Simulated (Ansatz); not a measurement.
TlCo2Se2 in space group I4/mmm (No. 139; Tl on 2a, Co on 4d, Se on 4e), the program Ansatz at the PBE+D3(BJ) level (PAW), all energies at zero smearing, with the estimated change up to a 700 eV cutoff added, with one set of potentials and settings (totals compare only within such a set). Cell of 5 atoms (1 Tl, 2 Co, 2 Se): -32637.494 eV.

```tsv
element	reference phase	E (eV/atom)
Tl	P6_3/mmc, 2 atoms in the cell	-11444.4724
Co	P6_3/mmc, 2 atoms in the cell, spin-polarised	-5126.5789
Se	P3_121, 3 atoms in the cell	-5469.4069
```

Formation energy per atom, worked out: (-32637.494 − 1×(-11444.4724) − 2×(-5126.5789) − 2×(-5469.4069))/5 = -0.210 eV/atom (-20 kJ per mol of atoms), at 0 K, without zero-point energy or fitted corrections.

The workflow started from a Materials Project entry (that database holds measured and hypothetical structures alike); the Crystallography Open Database files this formula in space group No. 139, but the cells were not matched. Whether it is the stable phase at ambient conditions was not checked. The cell was relaxed with PBE+D3(BJ) under the symmetry of its start; its stability against distortions is not shown here. Magnetic state: ferromagnetic, chosen from 5 collinear starts compared on coarse meshes (ties went to the first, and starts can fall back to one state), not a proven ground state. No Hubbard U is applied. The references are the lowest solids computed at this level, not always the standard phases. Scalar-relativistic: spin–orbit coupling is off unless named, which matters more the heavier the elements.

Potentials: the later of the program's two PAW sets.
